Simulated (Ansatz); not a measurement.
BP (zinc blende)

```
BP
1.0
    0.00000     2.27421     2.27421
    2.27421     0.00000     2.27421
    2.27421     2.27421     0.00000
P B
1 1
Direct
  0.25000   0.25000   0.25000
  0.00000   0.00000   0.00000
```

The slice is a {110} plane (indices of the conventional cell) through the point (0.000, 0.000, 0.000) (fractional), spanned by u = [100] and v = [1 -1 -1] in vectors of this cell: u (3.22 Å) and v (4.55 Å, at 90° to u). It covers one period; positions are fractions (u, v).

Computed with PBE (plane waves to 420 eV, PAW, scalar-relativistic; Ansatz, a program for electronic structure). k mesh 12×12×12. Inside the PAW spheres the values are not all-electron values, and peaks at nuclei hang on which shells count as valence. BP was relaxed with its symmetry unable to fall.

### Question
What is the valence density on the shortest P–B line in this plane (1.97 Å), at its midpoint?

### Answer
0.89 e/Å³.

### Question
What is the ELF at the midpoint of the shortest P–B line in this plane (1.97 Å)?

### Answer
0.9.

### Question
Sketch the density of the lowest conduction band (whole band as if filled, smooth part) on this plane as a map.

### Answer
```
|5566775533333344333333557766|
|8877553333335555553333335577|
|6666443333334444443333334466|
|4444333344331111113344333344|
|3333445566551100115566554433|
|3333446699883311338899664433|
|3344556699996644669999665544|
|4444446677776655667777664444|
|4444444455554444445555444444|
|4444443333332222223333334444|
|4444333322222222222222333344|
|4433332222111111111122223333|
|3333332222111111111122223333|
|3333222211111111111111222233|
|3333222211111111111111222233|
|4444333322111111111122333344|
|6666554433221111112233445566|
|8888775533221111112233557788|
|5577886644222222222244668877|
|2255886644332222223344668855|
```
Scale: ten equal steps from 0.000 (start of '0') to 0.207 (end of '9'), in the order '0123456789'. Values: density of the lowest conduction band (whole band as if filled, smooth part) in e/Å³. The map has 14 points along u (two characters each, u = 0 at the left) and 20 along v (v = 0 in the bottom row).
